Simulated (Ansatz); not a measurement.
Input:

HfO$_{2}$ (baddeleyite type, space group P2_1/c)

```xyz
12
Lattice="5.1617 0.0000 0.0000 0.0000 5.2125 0.0000 -0.8978 0.0000 5.2770" Properties=species:S:1:pos:R:3 pbc="T T T"
Hf     1.2362     0.2237     1.0996
Hf     3.4766     2.8299     1.5389
Hf     3.0277     4.9889     4.1774
Hf     0.7872     2.3826     3.7381
O      0.0338     1.7131     1.8388
O      4.6790     4.3194     0.7997
O      4.2301     3.4994     3.4382
O     -0.4151     0.8931     4.4773
O      1.8905     3.9470     2.5153
O      2.8223     1.3408     0.1232
O      2.3733     1.2655     2.7617
O      1.4416     3.8718     5.1538
```

E(V) scan at fixed shape, V₀ the volume above. The atoms relax within the cell's symmetry.

The numbers are results of PBE (plane waves to 420 eV, PAW, scalar-relativistic; Ansatz, a program for electronic structure), not measurements. k mesh 5×5×5 (Γ-centred), Fermi-Dirac smearing 0.05 eV. Energies are smeared free energies. Compression counts positive. The relaxing atoms change the space group within the scan (C2/c at V/V₀ = 1.160), so nothing is fitted. HfO2 is run without spin polarisation. HfO2 was relaxed with its symmetry unable to fall. Spin-orbit coupling is left out, though Hf is heavy. The PAW data are Ansatz's earlier set. ΔE is measured from the relaxed starting cell.

The scan covers V/V₀ from 0.840 to 1.160 in 13 points.

Question: What pressure does the cell carry at V/V₀ = 0.840?

Answer: 42.2 GPa.

Question: What is ΔE at V/V₀ = 0.840?

Answer: 225.3 meV/atom.

Question: What is ΔE at V/V₀ = 1.160?

Answer: 106.2 meV/atom.

(A scan under strain: stresses follow from slopes of the energy per volume, elastic moduli from its curvatures.)
